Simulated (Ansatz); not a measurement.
Relaxed-ion elastic tensor of Al₃GaN₄ in space group P3m1 (No. 156; Pearson symbol hP8) in GPa (Voigt order), plane-wave PAW r²SCAN (Ansatz code); density 4.03 g/cm³, 10.65 Å³ per atom.

```json
[
 {"": "1", "1": "396", "2": "137", "3": "102", "4": "-1.2", "5": "0.0", "6": "0.0"},
 {"": "2", "1": "137", "2": "396", "3": "102", "4": "1.2", "5": "0.0", "6": "0.0"},
 {"": "3", "1": "102", "2": "102", "3": "395", "4": "0.0", "5": "0.0", "6": "0.0"},
 {"": "4", "1": "-1.2", "2": "1.2", "3": "0.0", "4": "114", "5": "0.0", "6": "0.0"},
 {"": "5", "1": "0.0", "2": "0.0", "3": "0.0", "4": "0.0", "5": "114", "6": "-1.2"},
 {"": "6", "1": "0.0", "2": "0.0", "3": "0.0", "4": "0.0", "5": "-1.2", "6": "130"}
]
```

Task: Is the crystal mechanically stable?

Result: Yes: the smallest eigenvalue of C is 114 GPa.

Task: Work out the Voigt, Reuss and Hill averages.

Result: K_V = 207, K_R = 207, K_H = 207; G_V = 128, G_R = 127, G_H = 127 GPa.

Task: Give Young's modulus, Poisson's ratio, Pugh's ratio and the universal anisotropy index.

Result: E = 9KG/(3K + G) = 317 GPa; ν = 0.25; K/G = 1.63 (brittle by the Pugh limit of 1.75); A_U = 5G_V/G_R + K_V/K_R − 6 = 0.06.

Task: Estimate the sound speeds and the Debye temperature.

Result: v_l = √((K + 4G/3)/ρ) = 9670 m/s, v_t = √(G/ρ) = 5620 m/s, mean 6240 m/s; Θ = (h/k)(3n/4πV)^(1/3) v_m = 844 K.

Task: How much does each axis shrink under pressure?

Result: Linear compressibilities β_i = Σ_j S_ij (j = 1 to 3): x 1.5, y 1.5, z 1.7 per TPa.

The start of the workflow was typed in or built on a structure type; neither database checked (COD, Materials Project) lists it. Its standing as an ambient phase is unchecked. Symmetry was held in the r²SCAN relaxation; its stability against distortions is not shown here.

Potentials: the earlier of the program's two PAW sets.
